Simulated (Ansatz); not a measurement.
Starting cell, CuAu (CuAu type, space group P4/mmm):

```yaml
crystal:
  lattice:
    - [2.86058, 0.00000, 0.00000]
    - [0.00000, 2.86058, 0.00000]
    - [0.00000, 0.00000, 7.10362]
  atoms:
    - { symbol: Cu, position: [0.50000, 0.50000, 0.25000] }
    - { symbol: Cu, position: [0.50000, 0.50000, 0.75000] }
    - { symbol: Au, position: [0.00000, 0.00000, 0.00000] }
    - { symbol: Au, position: [0.00000, 0.00000, 0.50000] }
```

A phonon eigenvector at Z = (0.0, 0.0, 0.5) is frozen into this cell: atom i moves by Q times the vector below, so Q is the largest atomic displacement, in Å. The cell is held. (q is in reciprocal vectors of the primitive cell; the cell shown is doubled to hold the pattern.)

```tsv
atom	x	y	z
Cu1	0.000	0.000	-1.000
Cu2	0.000	0.000	1.000
```

Atoms not listed stay in place.

The numbers are results of r2SCAN (plane waves to 500 eV, PAW, scalar-relativistic; Ansatz, an electronic-structure program), not measurements. k mesh 16×16×7 (Γ-centred), Fermi-Dirac smearing 0.05 eV. With partly filled bands, energies and forces of such displacements shift with the k mesh and the smearing. CuAu is run without spin polarisation. CuAu was relaxed with its symmetry unable to fall. Spin-orbit coupling is left out, though Au is heavy. 

```
Q (Å)   −dE/dQ from forces (eV/Å)
------  -------------------------
-0.280                      4.434
-0.233                      3.648
-0.187                      2.888
-0.140                      2.149
-0.093                      1.426
-0.047                      0.712
0.000                       0.000
0.047                      -0.712
0.093                      -1.426
0.140                      -2.149
0.187                      -2.888
0.233                      -3.648
0.280                      -4.434
```

### Question
What harmonic wavenumber does the curvature at Q = 0 give?

### Answer
181 cm⁻¹. E″ = 15.24 eV/Å², M = Σ mᵢ|uᵢ|² = 127.1 u, ν̃ = 521.5·√(|E″|/M).

(For displaced atoms, the force is minus the slope of the energy, and its curvature is a force constant, which sets phonon frequencies.)
